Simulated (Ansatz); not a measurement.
InBi:
```xyz
4
Lattice="4.8612 0.0000 0.0000 0.0000 4.8612 0.0000 0.0000 0.0000 5.3526" Properties=species:S:1:pos:R:3 pbc="T T T"
In     2.4306     2.4306     0.0000
In     0.0000     0.0000     0.0000
Bi     2.4306     0.0000     1.8965
Bi     0.0000     2.4306     3.4561
```

Relaxed with r²SCAN. Special points in fractions of this cell's reciprocal vectors: Γ (0.000, 0.000, 0.000); X (0.000, 0.500, 0.000); M (0.500, 0.500, 0.000); Z (0.000, 0.000, 0.500); R (0.000, 0.500, 0.500); A (0.500, 0.500, 0.500).

Task: List the band energies nearest the Fermi level at these points for DFT-r²SCAN in the program Ansatz with PAW potentials.

Result: In eV from the Fermi level; about four levels below and three above (degenerate sets whole), none deeper than 8.9 eV; points with the same levels are listed once.

```csv
k,below,above
Γ,-2.92 -2.92 -2.18 -1.44,1.00 1.09 1.09
X,-2.27 -2.27 -1.24 -1.24,1.74 1.74 3.34 3.34
M,-1.79 -1.79 -0.71 -0.71,0.67 0.67 1.18 1.18
Z,-1.57 -1.57 -1.36 -1.36 -0.97,1.88 2.34 3.89
R,-0.81 -0.81 -0.54 -0.54,0.27 0.27 2.72 2.72
A,-3.67 -3.67 -3.33 -3.33,4.71 4.71 5.15 5.15
```

Space group P4/nmm. The workflow started from a Materials Project entry (that database holds measured and hypothetical structures alike); the Crystallography Open Database files this formula in space group No. 129, but the cells were not matched. Its standing as an ambient phase is unchecked. Symmetry was held in the r²SCAN relaxation; whether a distortion lowers the energy is not shown. Scalar-relativistic: spin–orbit coupling is off unless named, which matters more the heavier the elements.

Potentials: the later of the program's two PAW sets.
